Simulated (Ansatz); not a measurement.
Sr₃Si₄Sb₄ single point

Input file of Ansatz 0.2.0:

```yaml
crystal:
  lattice:
    - [0.0, 4.958017, 0.0]
    - [0.0, 0.0, 7.619903]
    - [8.046618, 2.479008, -3.809951]
  atoms:
    - { symbol: Sr, position: [0.5, 0.0, 0.0] }
    - { symbol: Sb, position: [0.0, 0.312, 0.0] }
    - { symbol: Sb, position: [0.0, 0.688, 0.0] }
    - { symbol: Sb, position: [0.288, 0.212, 0.424] }
    - { symbol: Sb, position: [0.712, 0.788, 0.576] }
    - { symbol: Sr, position: [0.369, 0.631, 0.262] }
    - { symbol: Sr, position: [0.631, 0.369, 0.738] }
    - { symbol: Si, position: [0.82, 0.37, 0.36] }
    - { symbol: Si, position: [0.18, 0.01, 0.64] }
    - { symbol: Si, position: [0.82, 0.99, 0.36] }
    - { symbol: Si, position: [0.18, 0.63, 0.64] }
  symmetry: { tolerance: 0.0003 }
kpoints:
  mp_grid: { grid: [6, 6, 6], shift: [0, 0, 0] }
  band_path:
    path:
      - [0.0, 0.0, 0.0]
      - [0.0, 0.0, 0.5]
      - [0.45254311, 0.0, 0.72627156]
      - [0.54745689, 0.0, 0.27372844]
      - [0.0, 0.0, 0.0]
      - [0.0, 0.61209394, -0.30604697]
      - [0.0, 0.38790606, 0.30604697]
      - [0.0, 0.0, 0.5]
      - [0.0, 0.0, 0.0]
      - [0.5, 0.0, 0.5]
      - [0.5, 0.5, 0.25]
    npoints: 6
magnetization:
  spin_polarized: false
scf:
  occupations: { method: fermi_dirac }
  lower_state_search: "off"
  max_iter: 200
hamiltonian:
  pseudopotentials: { kind: paw }
  xc: mr2scan
basis:
  ecutwfc: 500
  fft_grid_basis: typed
output:
  forces: true
  stress: true
  eigenvalues: true
  populations: true
  elf: true
  write_potential: true
  volumetric_format: npy
  dos:
    e_range: [-12, 8]
    de: 0.05
    projected: { site_lists: { Sb: [Sb], Si: [Si], Sr: [Sr] } }
checkpoint:
  read: saved_state
```

The run starts from an earlier solution of this cell. 

Parts of the output:

```
Pseudopotentials: kind: paw
Pseudopotential: Sr, paw, valence charge 10, recommended cutoff 500 eV (meta_gga), Sr.paw.azcp
Pseudopotential: Sb, paw, valence charge 15, recommended cutoff 500 eV (meta_gga), Sb.paw.azcp
Pseudopotential: Si, paw, valence charge 4, recommended cutoff 500 eV (meta_gga), Si.paw.azcp
Functional definition: m-r2SCAN
  exchange = m_r2scan_x
  correlation = m_r2scan_c
Crystal: 11 atoms, lattice volume = 303.998 Å³
Basis set: ecut = 500 eV, 7669 PW (Γ), exchange–correlation on 160×240×288 points (64 copies of the dense FFT grid, shifted against one another)
Bands: 64, of which v1, the nominal top of the filled ones, is band 53 counted from 1 (52 counted from 0)
Symmetry: 8 space group operations
Space group: Immm (ITA 71), of the structure as read, at distance tolerance 2.0e-3 Å
k-points: 46 of 216
Initial density: read from a saved state, or passed on in memory by an earlier SCF of this step, an earlier step, the calling program or the single point that the run made first
Functional: x = mr2scan, c = mr2scan; τ floored in thin density (d = 2e-4 eV/Å³)
Free energy (F): -39219.6259 eV
Harris-Foulkes:  -39219.6259 eV  (|F-HF|=5.10e-9)
Internal energy: -39219.4502 eV  (E = F + TS)
E sigma→0 (E₀):  -39219.5380 eV
Entropy (-TS):   -0.1757 eV (-15.968 meV/atom)
Fermi energy:    8.9009 eV
--- Per-component energies (eV) ---
  E_band       = -1025.4676
  E_kinetic    = 1711.3784
  E_local      = -9157.0894  (includes V_loc(G=0)·N_el)
  E_nonlocal   = 2155.9012
  E_hartree    = 3750.0670
  E_xc         = -1201.9867
  E_vxc        = -1138.2681  (∫ρ·V_xc dr)
  E_paw        = -28631.2973  (= ΣΔE_a)
  E_vpaw       = -2161.7750  (= ΣTr[D̂ρ^β])
  E_aug_tail   = 0.0000  (compensation charges beyond the density's cutoff)
  E_vtau       = 64.2550  (kinetic-family band-sum trace: ∫τ·v_τ [+ j·A + Jᵃ·Aᵃ] dr)
  E_ewald      = -7847.7037
  E_core_change = 1.2803  (= ΣΔE_core)
  E_smearing   = -0.1757  (= −TS)
--- Forces (eV/Å), atoms counted from 1 ---
  atom   1  Sr     0.0000     0.0000     0.0000
  atom   2  Sb     0.0000     0.0000    -0.9886
  atom   3  Sb     0.0000     0.0000     0.9886
  atom   4  Sb    -0.3467     0.0000     0.0000
  atom   5  Sb     0.3467     0.0000     0.0000
  atom   6  Sr     0.0253     0.0000     0.0000
  atom   7  Sr    -0.0253     0.0000     0.0000
  atom   8  Si    -0.3670     0.0000    -0.4898
  atom   9  Si     0.3670     0.0000    -0.4898
  atom  10  Si    -0.3670     0.0000     0.4898
  atom  11  Si     0.3670     0.0000     0.4898
--- Stress (GPa, compression-positive) ---
       -0.2774       0.0000       0.0000
        0.0000      -1.7266       0.0000
        0.0000       0.0000      -1.2567
  P = ⅓ Tr σ = -1.0869 GPa (-10.869 kbar)
--- Löwdin populations: 11 sites ---
  site symbol       q [e]
     0     Sr      8.4091
     1     Sb     15.7147
     2     Sb     15.7147
     3     Sb     15.0585
     4     Sb     15.0585
     5     Sr      8.3554
     6     Sr      8.3554
     7     Si      4.4967
     8     Si      4.4967
     9     Si      4.4967
    10     Si      4.4967
  spilling = 0.0127 (of n_electrons = 106.0000)
```

Absolute energies hang on the potentials; compare differences alone.

Origin: a known structure type with other elements, at an estimated volume, so it need not be a known compound. Caveats: m-r2SCAN is r2SCAN with a changed spin dependence that lowers moments.
